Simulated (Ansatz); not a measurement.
Level of theory: Ansatz 0.2.0, DFT LDA, scalar-relativistic, plane waves, PAW.

Structure of Ba$_{2}$ZrS$_{4}$:

```xyz
7
Lattice="-2.4416 2.4416 7.7191 2.4416 -2.4416 7.7191 2.4416 2.4416 -7.7191" Properties=species:S:1:pos:R:3 pbc="T T T"
Ba    0.0000    0.0000    9.8937
Ba    0.0000    0.0000    5.5445
Zr    0.0000    0.0000    0.0000
S     0.0000    2.4416    0.0000
S     2.4416    0.0000    0.0000
S     0.0000    0.0000   12.8964
S     0.0000    0.0000    2.5418
```

Plane waves to 420 eV, a k mesh through Γ of 10×10×10 on the computed 7-atom cell and Gaussian smearing (0.02 eV); no spin polarisation.

Levels along Γ–X–P–N–Γ–M–S | S0–Γ | X–R | G–M, in eV from a zero inside the gap, sorted by energy at each point. Points in fractions of the primitive reciprocal vectors: Γ (0.000 0.000 0.000), X (0.000 0.000 0.500), P (0.250 0.250 0.250), N (0.000 0.500 0.000), M (0.500 0.500 -0.500), S (0.275 0.725 -0.275), S0 (-0.275 0.275 0.275), R (-0.050 0.050 0.500), G (0.500 0.500 -0.050).
```tsv
point	k (1/Å, with 2π)	band 25	band 26	band 27	band 28	band 29	band 30	band 31
Γ	0.000	-1.18	-0.32	-0.32	-0.28	0.19	1.28	1.28
-	0.455	-1.31	-1.04	-0.80	-0.36	1.85	2.04	2.27
X	0.910	-1.16	-0.92	-0.42	-0.19	3.33	3.45	3.50
-	1.012	-1.28	-0.74	-0.42	-0.28	3.33	3.39	3.48
P	1.113	-1.32	-0.49	-0.49	-0.42	3.34	3.34	3.52
-	1.435	-1.31	-1.14	-0.62	-0.53	2.37	3.07	3.13
N	1.757	-1.73	-0.84	-0.73	-0.54	1.84	2.98	2.98
-	2.094	-1.27	-0.97	-0.62	-0.38	1.52	1.66	1.85
Γ	2.431	-1.18	-0.32	-0.32	-0.28	0.19	1.28	1.28
-	2.635	-1.28	-0.72	-0.41	-0.41	0.20	1.65	1.65
M	2.838	-1.47	-1.13	-0.44	-0.44	0.20	2.00	2.00
-	3.128	-1.29	-1.27	-0.72	-0.47	1.44	1.99	2.12
S	3.417	-1.75	-0.88	-0.84	-0.47	1.88	2.89	2.98
S0	3.417	-1.75	-0.88	-0.84	-0.47	1.88	2.89	2.98
-	3.771	-1.32	-0.93	-0.63	-0.38	1.49	1.84	1.93
Γ	4.125	-1.18	-0.32	-0.32	-0.28	0.19	1.28	1.28
X	4.125	-1.16	-0.92	-0.42	-0.19	3.33	3.45	3.50
-	4.171	-1.13	-0.93	-0.44	-0.20	3.29	3.42	3.51
R	4.216	-1.07	-0.97	-0.48	-0.20	3.18	3.36	3.53
G	4.216	-1.07	-0.97	-0.48	-0.20	3.18	3.36	3.53
-	4.626	-1.31	-1.02	-0.63	-0.52	1.84	2.06	2.34
M	5.035	-1.47	-1.13	-0.44	-0.44	0.20	2.00	2.00
```

Spin-orbit coupling is left out, which matters for the bands of heavy elements.

Cost: 1 run of about 3.8 core-minutes, on Intel Xeon Platinum 8375C (Ice Lake) (shared hosts).